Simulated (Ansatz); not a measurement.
**Data sheet: Ni₃Sn₄ (DFT)**

Ni3Sn4:
```xyz
7
Lattice="6.0911 2.0298 0.0000 -6.0911 2.0298 0.0000 -1.3570 0.0000 5.0241" Properties=species:S:1:pos:R:3 pbc="T T T"
Ni     0.0000     0.0000     0.0000
Ni     2.5648     2.0298     3.3356
Ni    -3.9218     2.0298     1.6885
Sn     0.4588     2.0298     1.5776
Sn    -1.8158     2.0298     3.4465
Sn     3.7393     2.0298     0.9420
Sn    -5.0963     2.0298     4.0821
```

Space group C2/m (No. 12); conventional cell a = 12.1823 Å, b = 4.0596 Å, c = 5.2042 Å, α = γ = 90.00°, β = 105.12°.

Method: r²SCAN in the plane-wave PAW code Ansatz. Geometry: relaxed at this level of theory. Other levels are named where they apply.

**Cell and energy**

- Volume per atom = 17.75 Å³
- Density = 8.70 g/cm³
- Formation energy from the elements (no fitted shifts) = -173 meV/atom

**Electronic structure**

- Electronic character: metallic (no gap)
- Density of states at the Fermi level: 0.39 states/eV per atom (mean over ±0.08 eV)
- Gap with spin–orbit coupling: none (metallic)

**Mechanics**

* **Bulk modulus (Birch–Murnaghan fit)**: 111 GPa
* **Pressure derivative B′**: 5.1

The first step of the workflow began from a Materials Project structure, measured or hypothetical; the Crystallography Open Database files this formula in space group No. 12, but the cells were not matched. Its standing as an ambient phase is unchecked. The cell was relaxed with r²SCAN under the symmetry of its start; its stability against distortions is not shown here. The run is not spin-polarised. Axis ratios of metals converge slowly with the k-mesh, so a and c are less sure than the volume. The references are the lowest solids computed at this level, not always the standard phases. Spin–orbit coupling is left out wherever it is not named.

Potentials: the earlier of the program's two PAW sets.
